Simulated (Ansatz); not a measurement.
Course of a relaxation: Al₂BP₃

A trial structure of Al₂BP₃ was built thus: random cell by space group and Wyckoff sites (P6/mmm, No. 191). The dimensions are guesses.

```cif
data_structure
_symmetry_space_group_name_H-M 'P 1'
_symmetry_Int_Tables_number 1
_cell_length_a 4.6439
_cell_length_b 4.6439
_cell_length_c 5.5877
_cell_angle_alpha 90.000
_cell_angle_beta 90.000
_cell_angle_gamma 120.000
_cell_volume 104.36
loop_
_atom_site_label
_atom_site_type_symbol
_atom_site_fract_x
_atom_site_fract_y
_atom_site_fract_z
_atom_site_occupancy
Al1 Al 0.00000 0.00000 0.75644 1
Al2 Al 0.00000 0.00000 0.24356 1
B1 B 0.00000 0.00000 0.00000 1
P1 P 0.33333 0.66667 0.00000 1
P2 P 0.66667 0.33333 0.00000 1
P3 P 0.00000 0.00000 0.50000 1
```

These are results of DFT PBE, scalar-relativistic, plane waves, PAW (Ansatz 0.2.0), not measurements. Cutoff 420 eV, Gaussian smearing, Γ-centred meshes. Cell and atoms relax first on a coarse mesh and then on a finer one. In between, the cell is made exact in the group found at 0.06 Å. In metals the finer mesh still leaves noise of several meV/atom or more. The steps can't lower the symmetry of their start. No spin polarisation.

Steps on the 6×6×4 mesh (6 atoms, 16 steps). The free energy counts from the last step; the plane-wave basis is renewed at times, which shifts energy and pressure.

| step | ΔF (meV/atom) | V (Å³/atom) | P (GPa) | largest force component (eV/Å) |
| --- | --- | --- | --- | --- |
| 1 | 6776.6 | 17.39 | 118.39 | 19.058 |
| 2 | 4869.7 | 18.18 | 91.23 | 3.972 |
| 3 | 3484.2 | 18.94 | 71.02 | 0.165 |
| 4 | 2400.5 | 19.66 | 53.16 | 0.230 |
| 5 | 1595.0 | 20.34 | 38.48 | 0.078 |
| 6 | 995.8 | 20.95 | 26.48 | 0.280 |
| 7 | 560.4 | 20.88 | 18.33 | 0.022 |
| 8 | 300.9 | 21.29 | 10.85 | 0.013 |
| 9 | 151.8 | 21.33 | 5.58 | 0.213 |
| 10 | 101.5 | 21.79 | 0.66 | 0.450 |
| 11 | 99.3 | 21.88 | -0.23 | 0.294 |
| 12 | 98.8 | 21.78 | 0.01 | 0.002 |
| 13 | 5.9 | 21.78 | 2.06 | 0.069 |
| 14 | 0.4 | 22.26 | 0.15 | 0.006 |
| 15 | 0.2 | 22.27 | -0.03 | 0.002 |
| 16 | 0.0 | 22.27 | -0.03 | 0.002 |

The relaxed structure, after a last relaxation on the converged mesh:

```xyz
6
Lattice="4.2528 0.0000 0.0000 -2.1264 3.6830 0.0000 0.0000 0.0000 8.3254" Properties=species:S:1:pos:R:3 pbc="T T T"
Al    0.0000    0.0000    6.3144
Al    0.0000    0.0000    2.0110
B     0.0000    0.0000    0.0000
P     0.0000    2.4553    0.0000
P     2.1264    1.2277    0.0000
P     0.0000    0.0000    4.1627
```

The symmetry stays P6/mmm (No. 191). The volume per atom grows by 25.0 %, from 17.4 to 21.7 Å³. The shortest distance goes from 1.36 Å (Al–B) to 2.01 Å (Al–B). The ratio c/a of the conventional cell changes by a factor of 1.63. The energy falls by about 6.8 eV/atom (the start's value is from the coarse mesh). Around Al lie 1 B at 2.01 Å, 1 P at 2.15 Å and 6 P at 3.17 Å; B has 2 Al at 2.01 Å and 6 P at 2.46 Å; P on a site of symmetry -6m2 is surrounded by 3 B at 2.46 Å, 3 P at 2.46 Å and 6 Al at 3.17 Å; 1 more site not described.

| Property | Result |
| --- | --- |
| Volume per atom | 21.7 Å³ |
| Density | 2.0 g/cm³ |
| Formation energy | +0.97 eV/atom |
| Gap on the 12×12×6 mesh of the 6-atom cell | 0 eV (a metal) |

The zero of energy is the elements' standard structures at the same level; no fitted shifts are applied. The references include black phosphorus.

The last run used Gaussian smearing of 0.10 eV. No dispersion correction is applied, so the spacing and binding between layers, chains or molecules are poorly described. The reference form of P is held partly by dispersion forces, which this level lacks. Symmetry constrained the relaxation, so the result can be a saddle point. In all, the 3 runs took 5.2 min on 1 thread of Intel(R) Xeon(R) Processor @ 2.50GHz (Skylake/Cascade Lake), with other jobs on the host. Another cell of Al2BP3 relaxed alike, in P-3m1, lies 0.85 eV/atom lower, so this cell isn't the stable form at this level.
